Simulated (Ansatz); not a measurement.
A generated cell, not matched to a known phase here, of CaI: Pm-3m (No. 221), cP2, CsCl type; a = b = c = 3.9492 Å, α = β = γ = 90.00°; Ca 1a (0.000, 0.000, 0.000); I 1b (0.500, 0.500, 0.500). All values below come from r2SCAN (plane waves to 500 eV, PAW, scalar-relativistic; Ansatz, a program for electronic structure). Element references, the lowest calculated here: Ca (Fm-3m), I (Cmce).

Task: Estimate the formation energy of this Pm-3m form of CaI from the elements that r2SCAN returns for this input.

Result: -0.96 eV/atom.

A lower structure of this composition may exist.

Static energies, no anion corrections, no zero-point energy. Values are rounded to 0.01 eV/atom. Not shown to be the ambient phase of their composition (a lower form may be missing, and a cell relaxed within its start's symmetry can be a saddle point): CaI (Pm-3m). Spin-orbit coupling is missing from these energies, which matters for elements this heavy. Spin state reached: ferromagnetic (net 0.39 μB/atom); other spin orders were not run from this start.
